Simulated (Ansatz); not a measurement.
The relaxed structure here is a generated cell of ZnInGaO4: the first start was made by a random draw of sites in a space group, and the end was not matched to a known phase here, so it may be hypothetical. Known forms of ZnInGaO4 include space group No. 160.

The end point of a relaxation of ZnInGaO₄. Space group P-42m (No. 111). The numbers are results of PBEsol (plane waves to 420 eV, PAW, scalar-relativistic; Ansatz, a first-principles code), not measurements.

```cif
data_GaInO4Zn
_chemical_formula_sum 'Ga1 In1 O4 Zn1'
_space_group_name_H-M_alt 'P 1'
_space_group_IT_number 1
_cell_length_a 4.25653
_cell_length_b 4.25653
_cell_length_c 5.27306
_cell_angle_alpha 90.000
_cell_angle_beta 90.000
_cell_angle_gamma 90.000
loop_
_space_group_symop_operation_xyz
  'x, y, z'
loop_
_atom_site_label
_atom_site_type_symbol
_atom_site_fract_x
_atom_site_fract_y
_atom_site_fract_z
_atom_site_occupancy
Ga1 Ga 0.50000 0.50000 0.00000 1
In1 In 0.00000 0.00000 0.00000 1
O1 O 0.73586 0.73586 0.76023 1
O2 O 0.26414 0.26414 0.76023 1
O3 O 0.73586 0.26414 0.23977 1
O4 O 0.26414 0.73586 0.23977 1
Zn1 Zn 0.00000 0.00000 0.50000 1
```

Question: What is the computed band gap (PBEsol)?

Answer: 0.24 eV, indirect (valence top at M, conduction bottom at Γ) (no spin-orbit coupling).

Question: Estimate the smallest direct gap that PBEsol returns for this input.

Answer: 0.45 eV at Γ.

No spin polarisation in the result.

The run could not lose the symmetry of its start: the end is stationary, and may be a saddle point rather than a minimum.
